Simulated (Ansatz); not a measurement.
LaAsRh in space group I4_1md (No. 109; As on 4a, Rh on 4a, La on 4a), PBE in the plane-wave PAW code Ansatz, all energies at zero smearing, with the estimated change up to a 700 eV cutoff added, with one set of potentials and settings (totals compare only within such a set). Cell of 6 atoms (2 As, 2 Rh, 2 La): -35025.110 eV.

```csv
element,reference phase,E (eV/atom)
As,"R-3m, 2 atoms in the cell",-4856.1377
Rh,"Fm-3m, 1 atoms in the cell",-6402.8911
La,"P6_3/mmc, 4 atoms in the cell",-6250.0953
```

Formation energy per atom, worked out: (-35025.110 − 2×(-4856.1377) − 2×(-6402.8911) − 2×(-6250.0953))/6 = -1.144 eV/atom (-110 kJ per mol of atoms), at 0 K, without zero-point energy or fitted corrections.

The workflow started from an entry of the Crystallography Open Database (COD). Its standing as an ambient phase is unchecked. The PBE relaxation kept the symmetry of its start; whether a distortion lowers the energy is not shown. No spin polarisation was allowed. The references are the lowest solids computed at this level, not always the standard phases. Scalar-relativistic: spin–orbit coupling is off unless named, which matters more the heavier the elements.

Potentials: the later of the program's two PAW sets.
